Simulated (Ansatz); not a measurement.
BiSb in space group R3m (No. 160; Sb on 3a, Bi on 3a) at seven volumes, DFT-LDA in the program Ansatz with PAW potentials, shape and atoms relaxed at each. One row is withheld.

```
V (Å³/atom)  P (GPa)
-----------  -------
28.592          5.54
29.535          3.31
30.477          1.48
31.420          0.00
32.362         -1.18
33.305             ?
34.248         -2.83
```

Task: Fit the shown pressures and predict the withheld one.

Result: P = (3/2)B₀(x^(7/2) − x^(5/2))[1 + (3/4)(B′ − 4)(x − 1)] with x = (V₀/V)^(2/3). Least squares on the six rows gives V₀ = 31.426 Å³/atom, B₀ = 43.6 GPa, B′ = 6.39. At V = 33.305, x = 0.9620 and P = -2.10 GPa. The run itself gave -2.11 GPa.

The first step of the workflow began from a Materials Project structure, measured or hypothetical; the Crystallography Open Database copy checked does not list it. Whether it is the stable phase at ambient conditions was not checked. Symmetry was held in the LDA relaxation; of distortions, only those at the zone centre were tested. Spin–orbit coupling is left out wherever it is not named.

Potentials: the later of the program's two PAW sets.
